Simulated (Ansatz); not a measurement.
Question: Each is relaxed and computed with DFT-r²SCAN in the program Ansatz with PAW potentials. Which is the only metal?
A) LaCoN3, C2/m (Pearson symbol mS20)
B) LaSe2, P2_1/c (La on 4e, Se on 4e, Se on 4e)
C) LaNi2As2, P4/nmm (Pearson symbol tP10)
D) GdSF, P4/nmm (S on 2c, F on 2a, Gd on 2c)

Answer: C, LaNi2As2, P4/nmm (Pearson symbol tP10). LaNi2As2: metal; GdSF: gap 1.44 eV (direct); LaSe2: gap 0.54 eV (indirect); LaCoN3: gap 0.68 eV (indirect). Caveat: open 4f shells can settle in a state that is not the lowest. Spin orders computed, not proven ground states: GdSF, P4/nmm (S on 2c, F on 2a, Gd on 2c) ferromagnetic. Standing as an ambient phase not checked: LaNi2As2, P4/nmm (Pearson symbol tP10); GdSF, P4/nmm (S on 2c, F on 2a, Gd on 2c); LaSe2, P2_1/c (La on 4e, Se on 4e, Se on 4e); LaCoN3, C2/m (Pearson symbol mS20). All cells were relaxed under the symmetry of their starts (and spin orders); stability against distortions was not tested throughout. Rows with no word on spin ran without spin polarisation. No Hubbard U is applied. Scalar-relativistic: spin–orbit coupling is off unless named, which matters more the heavier the elements.

Potentials: the later of the program's two PAW sets.
